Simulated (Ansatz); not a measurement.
## A plane-wave run on SnPt3

The input, for Ansatz 0.2.0 (plane waves, PAW):

```yaml
crystal:
  lattice:
    - [4.050174, 0.0, 0.0]
    - [0.0, 4.050174, 0.0]
    - [0.0, 0.0, 4.050174]
  atoms:
    - { symbol: Pt, position: [0.5, 0.5, 0.0] }
    - { symbol: Pt, position: [0.0, 0.5, 0.5] }
    - { symbol: Pt, position: [0.5, 0.0, 0.5] }
    - { symbol: Sn, position: [0.0, 0.0, 0.0] }
  symmetry: { tolerance: 0.0003 }
kpoints:
  mp_grid: { grid: [8, 8, 8], shift: [0, 0, 0] }
  band_path:
    path:
      - [0.0, 0.0, 0.0]
      - [0.0, 0.5, 0.0]
      - [0.5, 0.5, 0.0]
      - [0.0, 0.0, 0.0]
      - [0.5, 0.5, 0.5]
      - [0.0, 0.5, 0.0]
      - [0.5, 0.5, 0.5]
      - [0.5, 0.5, 0.0]
    npoints: 8
magnetization:
  spin_polarized: false
scf:
  occupations: { method: fermi_dirac }
  lower_state_search: "off"
  max_iter: 200
hamiltonian:
  pseudopotentials: { kind: paw }
  xc: r2scan
basis:
  ecutwfc: 500
  fft_grid_basis: typed
output:
  forces: true
  stress: true
  eigenvalues: true
  bader: true
  populations: true
  elf: true
  write_potential: true
  volumetric_format: npy
  dos:
    e_range: [-12, 8]
    de: 0.05
    projected: { site_lists: { Pt: [Pt], Sn: [Sn] } }
checkpoint:
  read: saved_state
```

The run starts from an earlier solution of this cell. 

Excerpt of what it printed:

```
SCF iter   1: F=-43650.5773 eV  Δρ=1.52e-3  dr2=7.02e-4  dr2_τ=2.69e-3
SCF iter   2: F=-43650.5778 eV  Δρ=7.33e-4  dr2=1.09e-4  dr2_τ=1.09e-4
SCF iter   3: F=-43650.5778 eV  Δρ=1.45e-4  dr2=4.22e-6  dr2_τ=3.61e-6
SCF iter   4: F=-43650.5778 eV  Δρ=2.68e-5  dr2=3.53e-7  dr2_τ=7.09e-8
SCF iter   5: F=-43650.5778 eV  Δρ=1.13e-5  dr2=7.03e-8  dr2_τ=4.74e-9
Free energy (F): -43650.5778 eV
Harris-Foulkes:  -43650.5778 eV  (|F-HF|=1.19e-7)
Internal energy: -43650.5379 eV  (E = F + TS)
E sigma→0 (E₀):  -43650.5579 eV
Entropy (-TS):   -0.0399 eV (-9.986 meV/atom)
Fermi energy:    20.5316 eV
--- Per-component energies (eV) ---
  E_band       = -542.8207
  E_kinetic    = 2104.3323
  E_local      = -5350.8315  (includes V_loc(G=0)·N_el)
  E_nonlocal   = 575.5321
  E_hartree    = 2220.1022
  E_xc         = -1124.7273
  E_vxc        = -1117.8021  (∫ρ·V_xc dr)
  E_paw        = -32605.1241  (= ΣΔE_a)
  E_vpaw       = -1266.0233  (= ΣTr[D̂ρ^β])
  E_aug_tail   = 0.0004  (compensation charges beyond the density's cutoff)
  E_vtau       = 71.7578  (kinetic-family band-sum trace: ∫τ·v_τ [+ j·A + Jᵃ·Aᵃ] dr)
  E_ewald      = -9469.8629
  E_core_change = 0.0408  (= ΣΔE_core)
  E_smearing   = -0.0399  (= −TS)
--- Stress (GPa, compression-positive) ---
       -3.8786       0.0000       0.0000
        0.0000      -3.8786       0.0000
        0.0000       0.0000      -3.8786
  P = ⅓ Tr σ = -3.8786 GPa (-38.786 kbar)
```

Total energies depend on the potentials used, so only differences within one code and one set of settings carry meaning.

Origin: a known structure type with other elements, at an estimated volume, so it need not be a known compound.
